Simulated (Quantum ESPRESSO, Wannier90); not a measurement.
Tight-binding from DFT: AgBr (rock salt)

```xyz
2
Lattice="0.0000 2.8922 2.8922 2.8922 0.0000 2.8922 2.8922 2.8922 0.0000" Properties=species:S:1:pos:R:3 pbc="T T T"
Ag     0.0000     0.0000     0.0000
Br     2.8922     2.8922     2.8922
```

Cell from Materials Project (mp-23231), symmetrised, no further relaxation. COD (Crystallography Open Database) has an entry of this formula and space group (matched by these alone). Level: PBEsol, no spin polarisation, no spin-orbit coupling; pw.x of Quantum ESPRESSO at 66 Ry with PseudoDojo potentials, 10×10×10 k-points, Wannier90. Density: 10×10×10 mesh, Gaussian smearing 0.01 Ry. Spin-orbit coupling, left out, would split the p-like bands by a few tenths of an eV.

Bands 5-13 form an isolated set from -14.97 to 0.00 eV relative to the valence-band maximum (on the path) and are turned into 9 Wannier functions by minimising the spread from the start: s functions at random places.

Task: Where do the functions sit, how wide are they and what are they made of?

Result: 
```json
[
 {"functions": "3", "spread (Å²)": "0.79", "nearest atom, distance (Å)": "Ag 0.00", "second atom, distance (Å)": "Br 2.89", "weight on atomic waves": "Ag 4d 100 %"},
 {"functions": "4", "spread (Å²)": "1.58", "nearest atom, distance (Å)": "Br 0.49", "second atom, distance (Å)": "Ag 2.48", "weight on atomic waves": "Br 4p 68 %, Br 4s 24 %, Ag 5s 7 %"},
 {"functions": "1", "spread (Å²)": "0.80", "nearest atom, distance (Å)": "Ag 0.00", "second atom, distance (Å)": "Br 2.89", "weight on atomic waves": "Ag 4d 100 %"},
 {"functions": "1", "spread (Å²)": "0.82", "nearest atom, distance (Å)": "Ag 0.00", "second atom, distance (Å)": "Br 2.89", "weight on atomic waves": "Ag 4d 99 %"}
]
```

Ω_I = 9.09 Å², Ω_total = 10.31 Å²; the interpolated bands follow pw.x to 0.5 meV rms on the path. It is the lowest total spread that any start reached here.
